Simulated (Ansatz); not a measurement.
## Two-dimensional strain map in InO

Computed with DFT PBE+D3(BJ), scalar-relativistic, plane waves, PAW in Ansatz 0.2.0. Cutoff 420 eV, Γ-centred 12×12×2 k-points, Gaussian smearing of 0.05 eV. No spin polarisation. Energies are free energies at this smearing, counted from the undisturbed cell; pressure is positive in compression.

The starting cell (relaxed at this level; it needn't be the usual structure):

```
In O
1.0
     3.42978    0.00000    0.00000
    -1.71489    2.97028    0.00000
     0.00000    0.00000   15.85202
In O
2 2
Cartesian
  1.7149 0.9901 9.3452
  1.7149 0.9901 6.5068
  3.4298 0.0000 10.1433
  3.4298 0.0000 5.7087
```

The cell is strained by p along both x and y and by q along z, fractional coordinates fixed. Points are written (p, q).

Energy above the undisturbed cell in meV/atom (a dash: not computed):

| p \ q | -0.050 | -0.025 | 0.000 | 0.025 | 0.050 |
| --- | --- | --- | --- | --- | --- |
| -0.050 | 139.2 | 112.7 | ? | 89.1 | 88.9 |
| -0.025 | 50.5 | 31.4 | 22.0 | 21.0 | 26.8 |
| 0.000 | 17.6 | 4.1 | 0.0 | 3.8 | 14.1 |
| 0.025 | 28.6 | 19.4 | ? | 26.8 | ? |
| 0.050 | ? | 68.0 | 70.9 | 81.0 | 97.0 |

Task: Fill in the withheld energies.

Result: (-0.050, 0.000): 96.6; (0.025, 0.000): 19.3; (0.025, 0.050): 40.4; (0.050, -0.050): 74.0.